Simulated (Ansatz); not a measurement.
**How far is PAW off for MgB2?**

```xyz
3
Lattice="3.0850 0.0000 0.0000 -1.5425 2.6717 0.0000 0.0000 0.0000 3.5230" Properties=species:S:1:pos:R:3 pbc="T T T"
Mg    0.0000    0.0000    0.0000
B     0.0000    1.7811    1.7615
B     1.5425    0.8906    1.7615
```

Atom numbers follow the list: Mg1, B2, B3.

The geometry is COD entry 1000026, unchecked; take it as a test cell.

Levels of theory: DFT, LDA, PAW with Ansatz's default frozen-core files, scalar-relativistic (Ansatz 0.2.0); DFT, LDA, all-electron LAPW, scalar-relativistic (Ansatz 0.2.0).

For PAW: a Γ-centred 12×12×9 k mesh, Fermi–Dirac smearing of 0.05 eV, cutoff 420 eV, no spin polarisation; the PAW files were made with PBE, and the program remakes their frozen cores for this functional. LAPW targets a basis error of 0.5 meV/atom. The Ansatz runs share mesh, smearing and spin set-up. Plane-wave (PAW) pressures include the program's estimate of the Pulay term.

Stress and pressure are positive in compression.

Levels count from the Fermi level.

PAW results:

| quantity | PAW |
| --- | --- |
| pressure (GPa) | -7.60 |
| stress xx (GPa) | -8.02 |
| stress zz (GPa) | -6.76 |
| highest filled level at A (eV) | -7.380 |
| lowest empty level at A (eV) | 0.752 |
| highest filled level at L (eV) | -1.283 |
| lowest empty level at L (eV) | 5.788 |

What does full-potential LAPW give for the same quantities?


| quantity | LAPW |
| --- | --- |
| pressure (GPa) | -7.60 |
| stress xx (GPa) | -8.04 |
| stress zz (GPa) | -6.72 |
| highest filled level at A (eV) | -7.380 |
| lowest empty level at A (eV) | 0.751 |
| highest filled level at L (eV) | -1.283 |
| lowest empty level at L (eV) | 5.790 |
